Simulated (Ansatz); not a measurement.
Re:
```
Re
1.0
    2.75123     0.00000     0.00000
   -1.37562     2.38264     0.00000
    0.00000     0.00000     8.87516
Re
4
Direct
  0.00000   0.00000   0.00000
  0.00000   0.00000   0.50000
  0.33333   0.66667   0.25000
  0.66667   0.33333   0.75000
```

Relaxed with PBEsol. Special points in fractions of this cell's reciprocal vectors: Γ (0.000, 0.000, 0.000); M (0.500, 0.000, 0.000); K (0.333, 0.333, 0.000); A (0.000, 0.000, 0.500); L (0.500, 0.000, 0.500); H (0.333, 0.333, 0.500).

Problem. List the band energies nearest the Fermi level at these points for DFT-PBEsol with spin–orbit coupling in the program Ansatz with PAW potentials.

Solution. In eV from the Fermi level; about four levels below and three above (degenerate sets whole), none deeper than 8.9 eV; points with the same levels are listed once.

| k | below | above |
|---|---|---|
| Γ | -0.95 -0.95 -0.83 -0.83 | 0.40 0.40 0.60 0.60 |
| M | -2.19 -2.19 -0.82 -0.82 | 0.22 0.22 0.29 0.29 |
| K | -2.29 -2.29 -0.20 -0.20 | 0.01 0.01 1.57 1.57 |
| A | -1.15 -1.15 -1.15 -1.15 | 1.17 1.17 1.17 1.17 |
| L | -0.73 -0.73 -0.73 -0.73 | 0.18 0.18 0.18 0.18 |
| H | -2.32 -2.32 -0.19 -0.19 | 0.10 0.10 0.86 0.86 |

Space group P6_3/mmc (dhcp (α-La type)). The workflow started from a Materials Project entry (that database holds measured and hypothetical structures alike). Its sites differ from those of the usual phase in this space group: another stacking or structure type. The cell was relaxed with PBEsol under the symmetry of its start; its stability against distortions is not shown here. The run is not spin-polarised.

Potentials: the earlier of the program's two PAW sets. The files were generated under PBE; for other functionals the program regenerates the frozen cores, and for LDA and PBEsol the local potential too.
